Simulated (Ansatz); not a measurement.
# Kick test of a cell of Ca4Si

It was reached by relaxing an invented guess, and it needn't be the stable form of this composition.

These are results of DFT PBE, scalar-relativistic, plane waves, PAW in Ansatz, not measurements. Cutoff 420 eV; k points 8×8×8 on the computed 5-atom cell (Γ-centred); Gaussian smearing, width 0.10 eV; no spin polarisation.

The cell below (5 atoms, space group Im-3m (No. 229)) is relaxed within its symmetry.

```
Ca Si
1.0
    -3.53514    3.53514    3.53514
     3.53514   -3.53514    3.53514
     3.53514    3.53514   -3.53514
Ca Si
4 1
Direct
  0.50000 0.50000 0.50000
  0.50000 0.00000 0.00000
  0.00000 0.00000 0.50000
  0.00000 0.50000 0.00000
  0.00000 0.00000 0.00000
```

For the test a repeat of it with 10 atoms (edges 6.12, 6.12, 10.00 Å) was strained at random (σ = 1.5 % a component), the atoms were moved at random (σ = 0.10 Å), and all was relaxed again on a coarse 4×4×2 mesh (in the run’s order of axes) with 0.20 eV smearing, with no symmetry imposed.

Q: Does it come back?

A: It doesn't return. The energy falls by 75 meV/atom on that mesh, the volume changes by -0.8 %, and the end has space group I222 (No. 23) at a loose tolerance. Relaxed again on an 8×8×8 mesh with 0.10 eV smearing, the new structure lies 72 meV/atom below the first (mesh in the axes of the run's cell; the cell below is made exact in the group named). Space group I222 (No. 23), orthorhombic, a = 6.703 Å, b = 7.195 Å, c = 7.257 Å. Around Ca lie 2 Si at 3.12–3.14 Å and 7 Ca at 3.62–3.75 Å; around Si lie 8 Ca at 3.12–3.14 Å.

```xyz
5
Lattice="-3.3517 3.5974 3.6285 3.3517 -3.5974 3.6285 3.3517 3.5974 -3.6285" Properties=species:S:1:pos:R:3 pbc="T T T"
Ca    1.6501   -1.3332    2.3186
Ca    1.7016    2.2642    1.3099
Ca    1.7016    4.9306   -1.3099
Ca    1.6501    1.3332    4.9384
Si    0.0000    0.0000    0.0000
```
